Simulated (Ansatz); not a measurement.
Computed with DFT PBE, scalar-relativistic, plane waves, PAW in Ansatz. Settings: cutoff 420 eV, Γ-centred meshes spaced at most about 0.3 Å⁻¹, and about 0.25 Å⁻¹ or finer for metals (2π included), Gaussian smearing. Collinear spin in cells that started with moments and kept them past the coarse steps, no spin elsewhere.

Temperature and zero-point effects are left out. All come from trial cells, and lower structures may exist.

Question: Order these relaxed structures of Mn₂B₂S by energy, lowest first, with the energy over the lowest of them.
1.

```
CELL_PARAMETERS angstrom
3.41419 0.00000 0.00000
-1.70709 2.95678 0.00000
0.00000 0.00000 5.39423
ATOMIC_POSITIONS crystal
Mn 0.33333 0.66667 0.67721
Mn 0.66667 0.33333 0.32279
B 0.66667 0.33333 0.68009
B 0.33333 0.66667 0.31991
S 0.00000 0.00000 0.00000
```

2.

```
CELL_PARAMETERS angstrom
3.71232 0.00000 0.00000
-1.85616 3.21496 0.00000
0.00000 0.00000 4.93753
ATOMIC_POSITIONS crystal
Mn 0.33333 0.66667 0.00000
Mn 0.66667 0.33333 0.00000
B 0.00000 0.00000 0.17027
B 0.00000 0.00000 0.82973
S 0.66667 0.33333 0.50000
```

3.

```
CELL_PARAMETERS angstrom
2.63456 0.00000 0.00000
0.00000 2.63456 0.00000
0.00000 0.00000 8.47710
ATOMIC_POSITIONS crystal
Mn 0.00000 0.00000 0.72977
Mn 0.00000 0.00000 0.27023
B 0.00000 0.00000 0.50000
B 0.50000 0.50000 0.50000
S 0.00000 0.00000 0.00000
```

Answer: 1 (0 meV/atom), 3 (347 meV/atom), 2 (379 meV/atom). Forms: 1 P-3m1, no spin; 3 P4/mmm, moments up to 2.3 μB; 2 P-6m2, moments up to 1.1 μB. Counting B or S atoms around Mn (for each partner element, those within 1.25 times its shortest distance or 1.15 times the sum of covalent radii, where it is the nearest in units of that sum or under 1.3; a plus sign parts groups by distance over the sum of covalent radii; a slash parts the counts of unlike sites): cell 1 has Mn 4+3; cell 3 has Mn 2; cell 2 has Mn 6/8. Cell 3 holds B–B nets (shortest 1.86 Å); cell 2 holds B–B pairs (shortest 1.68 Å) (bonds between like non-metal atoms; other contacts aren't counted). Even the lowest lies +0.42 eV/atom against the elements.

No Hubbard U is applied to the 3d shell of Mn. The magnetic state reached may not be the lowest. Trial moments died out on the coarse mesh in P-3m1; another magnetic start might hold. Cells relaxed within their symmetry can be saddle points. Some types were kept out of the candidates beforehand, so the set may lack a known form.
